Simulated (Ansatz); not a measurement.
InAs (zinc blende)

```yaml
crystal:
  lattice:
    - [0.00000, 6.18632, 6.18632]
    - [3.09316, 0.00000, 3.09316]
    - [3.09316, 3.09316, 0.00000]
  atoms:
    - { symbol: As, position: [0.37500, 0.75000, 0.75000] }
    - { symbol: As, position: [0.87500, 0.75000, 0.75000] }
    - { symbol: In, position: [0.00000, 0.00000, 0.00000] }
    - { symbol: In, position: [0.50000, 0.00000, 0.00000] }
```

Scan: atom 3 (In, nearest neighbour As at 2.679 Å; its periodic images, 4.4 Å or more away, move with it) is displaced along Cartesian z, direction (0.000, 0.000, 1.000) in Cartesian axes, by s. The other atoms stay.

All values below come from PBE (plane waves to 420 eV, PAW, scalar-relativistic; Ansatz, an electronic-structure program). k mesh 4×8×8 (Γ-centred), Fermi-Dirac smearing 0.05 eV. Energies are smeared free energies. With partly filled bands, energies and forces of such displacements shift with the k mesh and the smearing. At this level the bands of InAs touch or barely overlap; measurements give the solid a gap. InAs was relaxed with its symmetry unable to fall. ΔE is measured from the undisplaced structure. The last digit holds for this mesh only.

| s (Å) | ΔE (meV/cell) |
|---|---|
| -0.800 | 1882.6 |
| -0.640 | 1286.5 |
| -0.480 | withheld |
| -0.320 | 349.2 |
| -0.160 | 88.8 |
| 0.000 | 0.0 |
| 0.160 | 88.0 |
| 0.320 | 344.9 |
| 0.480 | 746.7 |
| 0.640 | 1254.2 |
| 0.800 | 1825.7 |

Question: Fit a polynomial form (powers 2, 3, 4) to the given rows and predict ΔE at s = -0.480.

Answer: Least squares on the 10 given rows: ΔE = (3472)·s² + (-56.73)·s³ + (-899.0)·s⁴, in meV/cell with s in Å; root-mean-square residual 0.93 meV/cell. At -0.480 the fit gives 758.5 meV/cell; the calculation gives 760.1 meV/cell, so the interpolation is off by -1.6 (-0.2 %). The quadratic term alone would give 799.9 meV/cell.

(For displaced atoms, the force is minus the slope of the energy, and its curvature is a force constant, which sets phonon frequencies.)
